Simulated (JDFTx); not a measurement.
Cu(100) slab cut from bulk Cu (space group Fm-3m, indices of the conventional cell, lattice of the Materials Project entry mp-30, not re-optimised): 4 atoms in 4 planes, a 1x1 cell of 6.40 Å² (|a| = 2.530, |b| = 2.530 Å), 5.4 Å between the outermost planes, cell height 21.4 Å, 8×8×1 k mesh, Fermi smearing 0.01 Ha, no spin polarisation.

All numbers are PBE, GBRV ultrasoft potentials, plane waves to 20/100 Ha results from JDFTx (a modified build), not measurements. Liquid on both sides: CANDLE, water, 0.5 M NaF; nuclei fixed. On the negative side CANDLE's cavity feels the periodic box, so those points shift with the cell height.

Charging data:

```
U − U_pzc (V)  σ (μC/cm²)
-------------  ----------
-0.72              -25.11
-0.52              -19.95
-0.32              -11.70
0.00                 0.00
0.28                 3.78
0.48                 6.60
1.02                15.00
```

Worked example: a check of Lippmann's equation. The grand free energy per area against the neutral slab, Δγ = [F(N) − F(N₀) − μ(N − N₀)]/2A, is taken from the total energies of the same runs.

| U − U_pzc (V) | Δγ (mJ/m²) |
|---|---|
| -0.72 | -90.8 |
| -0.52 | -45.8 |
| -0.32 | -12.5 |
| 0.00 | 0.0 |
| 0.28 | -5.2 |
| 0.48 | -15.6 |
| 1.02 | -74.4 |

Δγ is largest at zero charge and falls away from it, as dγ/dU = −σ demands. At 1.02 V the computed -74.4 mJ/m² stands beside -76.8 mJ/m² from the constant-capacitance formula.
